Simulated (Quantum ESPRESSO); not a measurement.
## Al2SiN2O2 (convergence and cost over cutoff and k mesh)

Computed values, not a measurement. The program is pw.x of Quantum ESPRESSO 7.5 (plane-wave density functional theory). The cell is made up: 7 atoms on a wurtzite lattice with one site empty, with randomly drawn elements, strain and displacements, not relaxed. PseudoDojo standard norm-conserving files (v0.5 for PBE, v0.4.1 for LDA and PBEsol) set the functional; there is no spin polarisation, spin-orbit coupling or dispersion term, and the masses in the input are unused placeholders.

Input of the run in row 4:

```
&control calculation='scf', pseudo_dir='./dojo.nc.sr.pbe.v0_5.standard.upf', outdir='./o', disk_io='low', tprnfor=.true., tstress=.true. /
&system ibrav=0, nat=7, ntyp=4, nbnd=22, ecutwfc=84.00895049, nosym=.true., tot_charge=0,
 occupations='smearing', smearing='fd', degauss=0.0018374661
/
&electrons conv_thr=7.350e-09, electron_maxstep=60, /
ATOMIC_SPECIES
Al 1.0 Al.upf
N 1.0 N.upf
O 1.0 O.upf
Si 1.0 Si.upf
CELL_PARAMETERS angstrom
3.0884 0.0386 0.0118
0.0668 5.1858 0.0102
0.0192 0.0096 4.9791
ATOMIC_POSITIONS angstrom
Al -0.0828 0.005 -0.1664
Al 1.6583 2.5526 -0.0667
Si 1.6222 0.8767 2.3533
N 0.0292 -0.0153 1.8441
O 1.6385 2.6881 1.7542
N 1.6067 0.8969 4.2475
O 0.0591 3.4904 4.3106
K_POINTS automatic
6 4 4 1 1 1
```

The same cell was run at these settings. Meshes are shifted by half a step, and differences are from the last row, which is itself not exact.

| cutoff (eV) | k mesh | k points solved | threshold (eV) | free energy less the last row's (eV) | pressure (GPa) | largest stress difference (GPa) | largest force difference (eV/Å) | iterations | wall time (s) | k-point pools | processor |
| --- | --- | --- | --- | --- | --- | --- | --- | --- | --- | --- | --- |
| 800 | 2 x 2 x 2 | 4 | 1e-04 | -0.138 | -16.57 | 10.87 | 0.376 | 8 | 7 | 4 | Intel Xeon, 2023 or later |
| 1143 | 2 x 2 x 2 | 4 | 1e-07 | -0.584 | -10.36 | 4.71 | 0.364 | 11 | 11 | 4 | Intel Xeon, 2023 or later |
| 804 | 6 x 4 x 4 | 48 | 1e-07 | 0.426 | -16.01 | 6.09 | 0.014 | 11 | 21 | 4 | Intel Xeon, 2023 or later |
| 1143 | 6 x 4 x 4 | 48 | 1e-07 | 0.001 | -9.96 | 0.01 | 0.003 | 11 | 36 | 4 | Intel Xeon, 2023 or later |
| 1437 | 8 x 6 x 6 | 144 | 1e-07 | 0.000 | -9.96 | 0.00 | 0.000 | 11 | 135 | 4 | Intel Xeon, 2023 or later |

Each pool is one process. Wall times include start-up and a band step at six k points, which weighs most on the coarsest meshes. The runs were on shared virtual cores whose load varied, so times are rough.